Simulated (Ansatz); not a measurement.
# Ta (Fm-3m), zone-centre modes

Level of theory: DFT PBEsol, scalar-relativistic, plane waves, PAW in Ansatz 0.2.0. The runs took a 420 eV cutoff, a Γ-centred 16×16×12 mesh and Gaussian smearing (0.15 eV). Spin–orbit coupling is left out, which can shift energies with elements as heavy as these. No spin polarisation.

Zero of the scan (as given, not relaxed at this level; this fcc form isn't the usual structure):

```
Ta
1.0
     0.00000   -2.11000   -2.11000
     0.00000    2.11000   -2.11000
     4.22000    0.00000    0.00000
Ta
2
Direct
  0.50000 0.50000 0.50000
  0.00000 0.00000 0.00000
```

Harmonic modes by finite displacements of 0.02 Å, without the LO–TO term. The cell doubles the primitive one, so its zone centre also holds the primitive cell's point q = (0, 1/2, 1/2).

(1) At this geometry, is the structure stable against these modes?

(2) List the wavenumbers in cm⁻¹.

Results:

(1) Yes: no mode is imaginary beyond 10 cm⁻¹, and only the three translations lie near zero.

(2) 0, 0, 0, 108, 108, 136.

Cost: 1 run of about 1.2 core-minutes, on Intel Xeon Platinum 8259CL (Skylake/Cascade Lake) (shared hosts).